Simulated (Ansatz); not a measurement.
Si$_{3}$P$_{4}$ in space group I-43d (No. 220; Si on 12a, P on 16c) under volume change, PBE (plane waves, PAW; program Ansatz), shape and atoms relaxed at each volume.

```
V (Å³/atom)  E − E(relaxed) (meV/atom)  P (GPa)
-----------  -------------------------  -------
17.179                            31.1     6.11
17.746                             [?]      [?]
18.312                             3.4     1.87
18.878                             0.0     0.00
19.445                             3.3    -1.83
20.011                            12.8    -3.56
20.577                             [?]      [?]
```

**Question.** What belongs in the gaps?

**Answer.** 
- 17.746, E − E(relaxed) (meV/atom): 13.5
- 17.746, P (GPa): 3.76
- 20.577, E − E(relaxed) (meV/atom): 28.0
- 20.577, P (GPa): -5.10

**Question.** What does a third-order Birch–Murnaghan fit give for V₀, B₀ and B′?

**Answer.** V₀ = 18.86 Å³/atom, B₀ = 62.1 GPa, B′ = 1.2.

A made-up cell: these elements were put on the sites of a structure type; neither database checked (COD, Materials Project) lists it. Whether it is the stable phase at ambient conditions was not checked. Symmetry was held in the PBE relaxation; whether a distortion lowers the energy is not shown.

Potentials: the earlier of the program's two PAW sets.
